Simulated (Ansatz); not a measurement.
**All-electron card of CdInS₂**

```
CELL_PARAMETERS angstrom
3.86950 0.00000 0.00000
-1.93475 3.35108 0.00000
0.00000 0.00000 6.81053
ATOMIC_POSITIONS crystal
Cd 0.00000 0.00000 0.00000
In 0.00000 0.00000 0.50000
S 0.66667 0.33333 0.75505
S 0.33333 0.66667 0.24495
```

Atoms are numbered in the order listed.

Structure from Materials Project entry mp-20519 (possibly hypothetical), not relaxed further.

Spin–orbit coupling is left out, though it moves levels of the heavy atoms by tenths of an eV or more.

Levels of theory: DFT, PBE, all-electron LAPW, scalar-relativistic (Ansatz 0.2.0); DFT, PBE, PAW with Ansatz's default frozen-core files, scalar-relativistic (Ansatz 0.2.0).

For LAPW: a Γ-centred 11×11×6 k mesh, Fermi–Dirac smearing of 0.08 eV, basis error target 1 meV/atom, no spin polarisation. PAW takes a cutoff of 420 eV at this cell. The Ansatz runs share mesh, smearing and spin set-up. Values come from LAPW unless marked.

* Stress xx, yy, zz (compression positive): -0.04, -0.04, 0.04 GPa
* Bader charges (from the PAW run): Cd1 +0.83, In2 +0.98, S3 -0.91 e
* Density of states at the Fermi level (0.2 eV bin): 1.27 states/eV per cell
* Löwdin charges (with 0.23 e of the cell spilling out of the atomic basis, so their sizes and signs hang on that basis): Cd1 1.21, In2 0.20, S3 -0.59 e
* Pressure at this cell: -0.01 GPa
* Volume per atom: 22.08 Å³

Problem. Predict this quantity. Band gap.

Solution. none: with an odd electron count and no spin polarisation the bands can't all be full, a metal in this set-up (spin order or a larger cell could open a gap).

Problem. Largest force: what does the calculation give?

Solution. 0.078 eV/Å on S4.
